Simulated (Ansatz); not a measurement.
B₂Ru:
```
B2Ru
1.0
    2.86816     0.00000     0.00000
    0.00000     4.64278     0.00000
    0.00000     0.00000     4.03848
B Ru
4 2
Direct
  0.00000   0.80406   0.36250
  0.00000   0.19594   0.36250
  0.50000   0.69594   0.63750
  0.50000   0.30406   0.63750
  0.00000   0.00000   0.84657
  0.50000   0.50000   0.15343
```

Relaxed with r²SCAN.

### Question
Which orbitals make up the states near the Fermi level in DFT-r²SCAN in the program Ansatz with PAW potentials?

### Answer
Within 0.5 eV of the Fermi level: Ru 4d 61 %, B 2p 34 %. Projections are on Löwdin-orthogonalised atomic valence shells; empty p or d shells of many metals are not among them.

### Question
Tabulate the density of states.

### Answer
States/eV per cell of 6 atoms, in 0.25 eV bins, energy from the Fermi level.

```
E (eV)  total  Ru 4d  B 2p  B 2s
------  -----  -----  ----  ----
-7.85    1.56   0.59  0.60  0.27
-7.60    1.65   0.62  0.68  0.23
-7.35    1.84   0.72  0.78  0.22
-7.10    2.26   0.93  0.97  0.22
-6.85    1.93   0.84  0.82  0.17
-6.60    2.06   1.04  0.79  0.12
-6.35    2.80   1.44  1.09  0.14
-6.10    3.14   1.66  1.22  0.13
-5.85    3.31   1.82  1.25  0.13
-5.60    3.61   1.96  1.40  0.16
-5.35    4.20   2.34  1.59  0.16
-5.10    3.66   2.08  1.34  0.15
-4.85    3.60   2.11  1.25  0.15
-4.60    4.54   2.70  1.56  0.18
-4.35    4.28   2.47  1.56  0.14
-4.10    4.66   2.78  1.66  0.11
-3.85    3.69   2.33  1.22  0.07
-3.60    5.40   3.23  1.92  0.13
-3.35    4.86   2.99  1.61  0.13
-3.10    3.60   2.17  1.23  0.10
-2.85    2.19   1.22  0.83  0.07
-2.60    1.47   0.90  0.49  0.04
-2.35    1.85   1.43  0.38  0.02
-2.10    2.37   1.90  0.43  0.02
-1.85    2.58   2.14  0.39  0.02
-1.60    2.32   1.89  0.38  0.02
-1.35    1.84   1.46  0.33  0.03
-1.10    1.20   0.89  0.27  0.02
-0.85    1.05   0.78  0.23  0.02
-0.60    1.00   0.73  0.23  0.02
-0.35    1.09   0.76  0.29  0.02
-0.10    0.98   0.63  0.31  0.02
0.15     1.37   0.80  0.49  0.04
0.40     2.53   1.42  0.97  0.08
0.65     2.81   1.65  1.01  0.10
0.90     2.61   1.58  0.86  0.11
1.15     2.67   1.54  0.92  0.15
1.40     2.68   1.54  0.92  0.15
1.65     2.15   1.21  0.76  0.13
1.90     1.71   0.92  0.64  0.10
2.15     1.65   0.85  0.66  0.10
2.40     1.71   0.81  0.74  0.10
2.65     1.76   0.78  0.82  0.11
2.90     1.48   0.62  0.71  0.10
3.15     1.31   0.52  0.64  0.10
3.40     1.29   0.48  0.64  0.11
3.65     1.31   0.46  0.66  0.12
3.90     1.37   0.47  0.69  0.14
4.15     1.29   0.43  0.65  0.14
4.40     0.35   0.11  0.18  0.05
4.65     1.33   0.36  0.56  0.31
```

Space group Pmmn. The workflow started from a Materials Project entry (that database holds measured and hypothetical structures alike); the Crystallography Open Database files this formula in space group No. 59, but the cells were not matched. Whether it is the stable phase at ambient conditions was not checked. The r²SCAN relaxation kept the symmetry of its start; its stability against distortions is not shown here. The run is not spin-polarised. Scalar-relativistic: spin–orbit coupling is off unless named, which matters more the heavier the elements.

Potentials: the later of the program's two PAW sets.
